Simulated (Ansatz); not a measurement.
La₂O₃ (La2O3 or Ni2Al3 type), relaxed with PBE (Ansatz, an electronic-structure program, plane waves, PAW): a = b = 3.9404 Å, c = 6.1882 Å, α = β = 90.00°, γ = 120.00°.

| Quantity | Result |
|---|---|
| gap (eV) | 3.83 |
| B₀ by P(V) fit (GPa) | 108 |

Task: The same phase is relaxed and computed with HSE06 in the same code. What are the cell and these values now?

Result: a = 3.9191 Å, b = 3.9191 Å, c = 6.1382 Å, α = 90.00°, β = 90.00°, γ = 120.00°.

* **gap (eV)**: 5.28
* **B₀ by P(V) fit (GPa)**: 117

All cells were relaxed under the symmetry of their starts (and spin orders); stability against distortions was not tested throughout. Scalar-relativistic: spin–orbit coupling is off unless named, which matters more the heavier the elements.

Potentials: the later of the program's two PAW sets.

Ansatz is a plane-wave DFT program.
